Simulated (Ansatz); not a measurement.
# SrTl (CsCl type): frozen-phonon scan

SrTl (CsCl type)

```yaml
crystal:
  lattice:
    - [7.89755, 0.00000, 0.00000]
    - [3.94878, 3.94878, 0.00000]
    - [3.94878, 0.00000, 3.94878]
  atoms:
    - { symbol: Sr, position: [0.00000, 0.00000, 0.00000] }
    - { symbol: Sr, position: [0.50000, 0.00000, 0.00000] }
    - { symbol: Tl, position: [0.75000, 0.50000, 0.50000] }
    - { symbol: Tl, position: [0.25000, 0.50000, 0.50000] }
```

A phonon eigenvector at R = (0.5, 0.5, 0.5) is frozen into this cell: atom i moves by Q times the vector below, so Q is the largest atomic displacement, in Å. The cell is held. It is one choice among 3 degenerate patterns. (q is in reciprocal vectors of the primitive cell; the cell shown is doubled to hold the pattern.)

```tsv
atom	x	y	z
Sr1	0.000	0.000	1.000
Sr2	0.000	0.000	-1.000
```

Atoms not listed stay in place.

Computed with LDA (plane waves to 420 eV, PAW, scalar-relativistic; Ansatz, a first-principles code). k mesh 12×12×12 (Γ-centred), Fermi-Dirac smearing 0.05 eV. The energy includes the smearing's −TS. Compression counts positive. With partly filled bands, energies and forces of such displacements shift with the k mesh and the smearing. Spin-orbit coupling is left out, though Tl is heavy. SrTl was relaxed with its symmetry unable to fall. ΔE is measured from the undisplaced structure.

| Q (Å) | ΔE (meV/cell) | −dE/dQ from forces (eV/Å) | P (GPa) |
|---|---|---|---|
| -0.180 | 136 | 1.551 | 0.5 |
| -0.150 | 94 | 1.274 | 0.4 |
| -0.120 | 60 | 1.006 | 0.3 |
| -0.090 | 33 | 0.747 | 0.2 |
| -0.060 | 15 | 0.495 | 0.1 |
| -0.030 | 4 | 0.246 | 0.1 |
| 0.000 | 0 | 0.000 | 0.1 |
| 0.030 | 4 | -0.246 | 0.1 |
| 0.060 | 15 | -0.495 | 0.1 |
| 0.090 | 33 | -0.747 | 0.2 |
| 0.120 | 60 | -1.006 | 0.3 |
| 0.150 | 94 | -1.274 | 0.4 |
| 0.180 | 136 | -1.551 | 0.5 |

Derived quantities:

| Item | Result |
|---|---|
| Energy at Q = 0.180 Å | 136 meV/cell |
| Space group of the distorted cell | I4/mmm (No. 139), lowered from Pm-3m |
| Symmetry of the curve | even: the same for both signs |
| Shape of the curve | a single well with its minimum at or next to zero displacement |
| Harmonic wavenumber from the curvature (finite differences) | 113 cm⁻¹ |
| Wavenumber by perturbation theory (DFPT, on another k mesh) | 112 cm⁻¹ |

(For displaced atoms, the force is minus the slope of the energy, and its curvature is a force constant, which sets phonon frequencies.)
